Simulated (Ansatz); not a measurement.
LaSb:
```yaml
crystal:
  lattice:
    - [0.00000, 3.28175, 3.28175]
    - [3.28175, 0.00000, 3.28175]
    - [3.28175, 3.28175, 0.00000]
  atoms:
    - { symbol: La, position: [0.00000, 0.00000, 0.00000] }
    - { symbol: Sb, position: [0.50000, 0.50000, 0.50000] }
```

Relaxed with r²SCAN.

Question: Map the electron localisation function on the plane through (0.000, 0.000, 0.000) spanned by u = [1, 0, 0] and v = [0, 1, -1] in lattice vectors, from plane-wave PAW r²SCAN (Ansatz code).

Answer: x is the fraction of u, y of v (the angle between them is 90°; rows are the nearest grid lines); atoms in the plane: La at (0.00, 0.00), Sb at (0.50, 0.50).
```
|004899510011110015998400|
|015999510012210015999510|
|458998411234432114899854|
|899996212466664212699998|
|999974224677776422479999|
|998642346777777643246899|
|554223567665566765322455|
|111124676544445676421111|
|001246764432234467642100|
|002467654210012456764200|
|113677643100001346776311|
|124677542000000245776421|
|124677542000000245776421|
|113677643100001346776311|
|002467654210012456764200|
|001246764432234467642100|
|111124676544445676421111|
|554223567665566765322455|
|998642346777777643246899|
|999974224677776422479999|
|899996212466664212699998|
|458998411234432114899854|
|015999510012210015999510|
|004899510011110015998400|
```
Scale: ten equal steps from 0.000 (start of '0') to 0.856 (end of '9'), in the order '0123456789'; x runs from 0.000 to 1.00, y from 0.000 (bottom) to 1.00 (top).

The density is the valence pseudo-density with augmentation charge, so density and ELF within about 1 Å of a nucleus are not all-electron values.

Space group Fm-3m (rock salt). The workflow started from an entry of the Crystallography Open Database (COD). Its standing as an ambient phase is unchecked. Symmetry was held in the r²SCAN relaxation; its stability against distortions is not shown here. Spin–orbit coupling is left out wherever it is not named.

Potentials: the later of the program's two PAW sets.
